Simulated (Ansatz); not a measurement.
AgI:
```cif
data_Ag2I2
_chemical_formula_sum 'Ag2 I2'
_space_group_name_H-M_alt 'P63mc'
_space_group_IT_number 186
_space_group_name_Hall 'P 6c -2c'
_cell_length_a 4.48568
_cell_length_b 4.48568
_cell_length_c 7.33908
_cell_angle_alpha 90.000
_cell_angle_beta 90.000
_cell_angle_gamma 120.000
loop_
_atom_site_label
_atom_site_type_symbol
_atom_site_symmetry_multiplicity
_atom_site_Wyckoff_symbol
_atom_site_fract_x
_atom_site_fract_y
_atom_site_fract_z
_atom_site_occupancy
Ag1 Ag 2 b 0.33333 0.66667 0.00262 1
I1 I 2 b 0.33333 0.66667 0.37728 1
```

Relaxed with LDA (plane waves, PAW; program Ansatz). Indices refer to the conventional cell of P6_3mc, a = 4.486 Å, b = 4.486 Å, c = 7.339 Å, α = 90.00°, β = 90.00°, γ = 120.00°.

Problem. Simulate the powder diffraction pattern (neutron, λ = 1.5401 Å; lines above 1 %) up to 2θ = 90°.

Solution. Simulated powder pattern, neutron, λ = 1.5401 Å (kinematic, ideal powder, no thermal factors, coherent scattering alone; the 30 strongest lines at most, above 1 %, up to 2θ = 90°):

```json
[
 {"2θ (°)": "22.87", "d (Å)": "3.885", "I/Imax (%)": "65", "hkl": "(1 0 -1 0)"},
 {"2θ (°)": "24.23", "d (Å)": "3.670", "I/Imax (%)": "39", "hkl": "(0002)"},
 {"2θ (°)": "25.92", "d (Å)": "3.433", "I/Imax (%)": "46", "hkl": "(1 0 -1 1)"},
 {"2θ (°)": "33.56", "d (Å)": "2.668", "I/Imax (%)": "31", "hkl": "(1 0 -1 2)"},
 {"2θ (°)": "40.16", "d (Å)": "2.243", "I/Imax (%)": "90", "hkl": "(1 1 -2 0)"},
 {"2θ (°)": "43.68", "d (Å)": "2.070", "I/Imax (%)": "100", "hkl": "(1 0 -1 3)"},
 {"2θ (°)": "46.71", "d (Å)": "1.942", "I/Imax (%)": "17", "hkl": "(2 0 -2 0)"},
 {"2θ (°)": "47.46", "d (Å)": "1.914", "I/Imax (%)": "67", "hkl": "(1 1 -2 2)"},
 {"2θ (°)": "48.42", "d (Å)": "1.878", "I/Imax (%)": "15", "hkl": "(2 0 -2 1)"},
 {"2θ (°)": "53.30", "d (Å)": "1.717", "I/Imax (%)": "14", "hkl": "(2 0 -2 2)"},
 {"2θ (°)": "60.82", "d (Å)": "1.521", "I/Imax (%)": "58", "hkl": "(2 0 -2 3)"},
 {"2θ (°)": "63.26", "d (Å)": "1.468", "I/Imax (%)": "21", "hkl": "(2 1 -3 0)"},
 {"2θ (°)": "64.67", "d (Å)": "1.440", "I/Imax (%)": "19", "hkl": "(2 1 -3 1)"},
 {"2θ (°)": "68.23", "d (Å)": "1.373", "I/Imax (%)": "49", "hkl": "(1 0 -1 5)"},
 {"2θ (°)": "68.79", "d (Å)": "1.363", "I/Imax (%)": "19", "hkl": "(2 1 -3 2)"},
 {"2θ (°)": "72.98", "d (Å)": "1.295", "I/Imax (%)": "35", "hkl": "(3 0 -3 0)"},
 {"2θ (°)": "75.42", "d (Å)": "1.259", "I/Imax (%)": "87", "hkl": "(2 1 -3 3)"},
 {"2θ (°)": "78.03", "d (Å)": "1.223", "I/Imax (%)": "5.5", "hkl": "(0006)"},
 {"2θ (°)": "78.19", "d (Å)": "1.221", "I/Imax (%)": "32", "hkl": "(3 0 -3 2)"},
 {"2θ (°)": "82.23", "d (Å)": "1.171", "I/Imax (%)": "39", "hkl": "(2 0 -2 5)"},
 {"2θ (°)": "82.60", "d (Å)": "1.167", "I/Imax (%)": "7.8", "hkl": "(1 0 -1 6)"},
 {"2θ (°)": "86.73", "d (Å)": "1.121", "I/Imax (%)": "29", "hkl": "(2 2 -4 0)"}
]
```

The LDA relaxation kept the symmetry of its start. No spin polarisation was allowed. Spin–orbit coupling is left out wherever it is not named.

Potentials: the earlier of the program's two PAW sets. The files were generated under PBE; for other functionals the program regenerates the frozen cores, and for LDA and PBEsol the local potential too.
